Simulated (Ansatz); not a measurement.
The elements of this relaxed trial crystal are hidden behind letters.

```
lattice vectors (Å)
  -2.9642    2.9642    8.6422
   2.9642   -2.9642    8.6422
   2.9642    2.9642   -8.6422
fractional positions
X 0.8275 0.8275 0.0000
X 0.0000 0.5000 0.5000
X 0.5000 0.0000 0.5000
X 0.1725 0.1725 0.0000
Z 0.0000 0.0000 0.0000
Q 0.3580 0.3580 0.0000
Q 0.6420 0.6420 0.0000
```

Level of theory: DFT PBE, scalar-relativistic, plane waves, PAW (Ansatz 0.2.0). Cutoff 420 eV, Γ-centred 6×6×6 mesh (7-atom cell), Gaussian smearing of 0.02 eV, no spin polarisation.

- Space group: I4/mmm (No. 139)
- Conventional cell: a = 5.928 Å, c = 17.284 Å
- Volume per atom: 43.39 Å³
- Density: 1.90 g/cm³
- Energy over the elements: −1.356 eV/atom
- Gap on the 6×6×6 mesh of the 7-atom cell: 1.49 eV

Energies are uncorrected and count from the elements' standard states at the same level.

**Question.** X is an s-block element of period 4, Z is a p-block element of period 3 and Q is a p-block element of period 4. Which elements are they?

**Answer.** X = K, Z = S, Q = Br, so the formula is K4SBr2. Density times volume gives a mean mass of 1.90 × 43.39/1.6605 = 49.6 u per atom, and this set has 49.8 u. Around K on a site of symmetry 4mm lie 1 S at 2.98 Å and 1 Br at 3.21 Å; S has 6 K at 2.96–2.98 Å; Br has 1 K at 3.21 Å; 1 more site not described. Other sets within the hints have nearly the same mass, so mass alone doesn't settle it; this one was computed.

Kohn–Sham gaps at this level usually fall short of measured ones. A structure relaxed within its symmetry needn't be a true minimum.
